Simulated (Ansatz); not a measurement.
Nb2B3 in space group Cmcm (No. 63; Pearson symbol oS20), r²SCAN (plane waves, PAW; program Ansatz), all energies at zero smearing, with the estimated change up to a 700 eV cutoff added, with one set of potentials and settings (totals compare only within such a set). Cell of 10 atoms (4 Nb, 6 B): -19202.051 eV.

```tsv
element	reference phase	E (eV/atom)
Nb	Im-3m, 1 atoms in the cell	-4563.6321
B	R-3m, 12 atoms in the cell	-156.5544
```

Formation energy per atom, worked out: (-19202.051 − 4×(-4563.6321) − 6×(-156.5544))/10 = -0.820 eV/atom (-79 kJ per mol of atoms), at 0 K, without zero-point energy or fitted corrections.

The first step of the workflow began from a Materials Project structure, measured or hypothetical; the Crystallography Open Database copy checked does not list it. Its standing as an ambient phase is unchecked. Symmetry was held in the r²SCAN relaxation; whether a distortion lowers the energy is not shown. The run is not spin-polarised. The references are the lowest solids computed at this level, not always the standard phases.

Potentials: the later of the program's two PAW sets.
